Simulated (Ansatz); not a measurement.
**Convergence of As2Se with the half-step-shifted k-point mesh**

Level of theory: DFT PBEsol, scalar-relativistic, plane waves, PAW in Ansatz 0.2.0.

```
CELL_PARAMETERS angstrom
-3.52942 3.52942 2.65357
3.52942 -3.52942 2.65357
3.52942 3.52942 -2.65357
ATOMIC_POSITIONS crystal
As 0.87500 0.12500 0.75000
As 0.37500 0.12500 0.25000
As 0.87500 0.62500 0.75000
As 0.87500 0.12500 0.25000
Se 0.50000 0.50000 0.00000
Se 0.25000 0.75000 0.50000
```

| Quantity | Value |
| --- | --- |
| plane-wave cutoff | 420 eV |
| occupation rule | Gaussian smearing, 0.1 eV |
| spin treatment | unpolarised |

The atoms stay fixed while the half-step-shifted k-point mesh is varied. ΔE is the energy extrapolated to zero smearing, less that of the reference run (8×8×8 Γ-centred mesh, Gaussian smearing 0.1 eV). The cell isn't necessarily relaxed at this level. Pressure is positive in compression.

```
shifted mesh  ΔE (meV/atom) P (GPa) irreducible points
       2×2×2           -213    -3.75                   3
       4×4×4              ?        ?                   ?
       6×6×6          -9.83    -3.17                  28
```

**Question.** Fill in the withheld rows.

**Answer.** The withheld rows:

```csv
shifted mesh,ΔE (meV/atom),P (GPa),irreducible points
4×4×4,-35.5,-3.18,11
```